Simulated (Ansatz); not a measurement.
SiS2:
```
CELL_PARAMETERS angstrom
     -2.77094     4.82388     2.76145
      2.77094    -4.82388     2.76145
      2.77094     4.82388    -2.76145
ATOMIC_POSITIONS crystal
  S  0.88257 0.79015 0.67273
  S  0.38257 0.70985 0.09242
  S  0.61743 0.29015 0.90758
  S  0.11743 0.20985 0.32727
  Si 0.75000 0.75000 0.00000
  Si 0.25000 0.25000 0.00000
```

Relaxed with r²SCAN+D4.

Question: Map the electron localisation function on the plane through (0.883, 0.790, 0.673) spanned by u = [0, 1, -1] and v = [-1, 1, 1] in lattice vectors, from the program Ansatz at the r²SCAN+D4 level (PAW).

Answer: x is the fraction of u, y of v (the angle between them is 74°; rows are the nearest grid lines); atoms in the plane: S at (0.00, 0.00), Si at (0.81, 0.14).
```
y \ x   0.000  0.100  0.175  0.275  0.375  0.450  0.550  0.625  0.725  0.825  0.900   1.00
------  -----  -----  -----  -----  -----  -----  -----  -----  -----  -----  -----  -----
1.00    0.005  0.872  0.016  0.528  0.640  0.142  0.013  0.519  0.536  0.183  0.787  0.005
0.925   0.914  0.803  0.017  0.728  0.841  0.431  0.032  0.012  0.042  0.016  0.560  0.914
0.850   0.606  0.371  0.008  0.664  0.768  0.422  0.385  0.080  0.021  0.014  0.016  0.606
0.775   0.037  0.008  0.028  0.053  0.483  0.324  0.828  0.388  0.021  0.574  0.820  0.037
0.700   0.626  0.161  0.717  0.507  0.026  0.120  0.702  0.443  0.012  0.876  0.920  0.626
0.625   0.756  0.527  0.797  0.930  0.084  0.019  0.142  0.086  0.007  0.877  0.859  0.756
0.550   0.703  0.536  0.869  0.887  0.425  0.007  0.159  0.087  0.006  0.318  0.795  0.703
0.450   0.238  0.820  0.309  0.546  0.054  0.008  0.011  0.016  0.644  0.367  0.012  0.238
0.375   0.617  0.778  0.685  0.133  0.036  0.020  0.006  0.042  0.856  0.828  0.125  0.617
0.300   0.578  0.511  0.826  0.218  0.212  0.322  0.013  0.026  0.676  0.773  0.313  0.578
0.225   0.026  0.910  0.916  0.143  0.259  0.600  0.026  0.092  0.328  0.823  0.238  0.026
0.150   0.506  0.039  0.419  0.013  0.023  0.259  0.033  0.612  0.652  0.336  0.584  0.506
0.0750  0.862  0.644  0.007  0.038  0.026  0.007  0.096  0.820  0.772  0.220  0.894  0.862
0.000   0.005  0.872  0.016  0.528  0.640  0.142  0.013  0.519  0.536  0.183  0.787  0.005
```

The density is the valence pseudo-density with augmentation charge, so density and ELF within about 1 Å of a nucleus are not all-electron values.

Space group Ibam. The r²SCAN+D4 relaxation kept the symmetry of its start.

Potentials: the later of the program's two PAW sets.
